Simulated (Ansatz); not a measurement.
Zr$_{4}$Rh$_{2}$O:
Space group Fd-3m, origin choice 1 (No. 227); a = b = c = 12.423 Å, α = β = γ = 90.00°

```csv
atom,site,symmetry,x,y,z
Zr,16c,.-3m,0.1250,0.1250,0.1250
Zr,48f,2.mm,0.0000,0.0000,0.3164
Rh,32e,.3m,0.3452,0.3452,0.3452
O,16d,.-3m,0.6250,0.6250,0.6250
```
(The calculation used a cell of 28 atoms; values per cell refer to that cell.)

Relaxed with r²SCAN.

Tabulate the valence density and the electron localisation function along the shortest Zr–O contact (2.31 Å), r²SCAN in the plane-wave PAW code Ansatz.



| distance from Zr (Å) | density (e/Å³) | ELF |
|---|---|---|
| 0.23 | 3.62 | 0.25 |
| 0.35 | 4.13 | 0.57 |
| 0.46 | 4.02 | 0.76 |
| 0.58 | 3.31 | 0.83 |
| 0.69 | 2.33 | 0.81 |
| 0.81 | 1.44 | 0.71 |
| 0.93 | 0.82 | 0.43 |
| 1.04 | 0.49 | 0.17 |
| 1.16 | 0.38 | 0.10 |
| 1.27 | 0.40 | 0.19 |
| 1.39 | 0.53 | 0.47 |
| 1.50 | 0.80 | 0.71 |
| 1.62 | 1.29 | 0.81 |
| 1.74 | 2.18 | 0.82 |
| 1.85 | 3.57 | 0.78 |
| 1.97 | 5.17 | 0.68 |
| 2.08 | 6.52 | 0.48 |

The density is the valence pseudo-density with augmentation charge, so density and ELF within about 1 Å of a nucleus are not all-electron values.

The start of the workflow was typed in or built on a structure type; neither database checked (COD, Materials Project) lists it. Whether it is the stable phase at ambient conditions was not checked. The r²SCAN relaxation kept the symmetry of its start; whether a distortion lowers the energy is not shown. The workflow began spin-polarised and lost its moments.

Potentials: the later of the program's two PAW sets.
